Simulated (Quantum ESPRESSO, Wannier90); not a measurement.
Tight-binding from DFT: Mg(AlC)2 (P-3m1)

```
begin unit_cell_cart
ang
    3.3906499847    0.0000000000    0.0000000000
   -1.6953249923    2.9363890221    0.0000000000
    0.0000000000    0.0000000000    5.8237200000
end unit_cell_cart
begin atoms_frac
Mg   0.0000000000  0.0000000000  0.0000000000
Al  -0.3333333333  0.3333333333  0.3500100000
Al   0.3333333333 -0.3333333333 -0.3500100000
C    0.3333333333 -0.3333333333  0.2700800000
C   -0.3333333333  0.3333333333 -0.2700800000
end atoms_frac
```

Structure: Materials Project mp-9514, symmetrised, not relaxed again. Not found in the COD (Crystallography Open Database) copy used; not checked further. Method: PBEsol plane waves in Quantum ESPRESSO 7.5 (PseudoDojo norm-conserving files, 68 Ry, no spin polarisation, no spin-orbit coupling), Bloch states on a 6×6×4 mesh through Γ, Wannier90 4.0.1. Density: 12×12×6 mesh, cold smearing 0.01 Ry.

Bands 5-6 form an isolated set from -13.21 to -9.60 eV relative to the valence-band maximum (on the path) and are turned into 2 Wannier functions by minimising the spread from the start: SCDM (isolated).

Centres (Cartesian, Å; one of the equivalent choices) and spreads:

```
n       x       y       z  spread (Å²)  nearest atom
-  ------  ------  ------  -----------  ------------
1   1.695  -0.979   1.758        1.585            C4
2  -1.695   0.979  -1.758        1.585            C5
```

Ω_I = 3.15 Å², Ω_total = 3.17 Å²; the interpolated bands follow pw.x to 3.3 meV rms on the path. Only this start was tried; a symmetric start can stop on a saddle, and mixtures of these functions could lower the total by at most Ω_total − Ω_I.
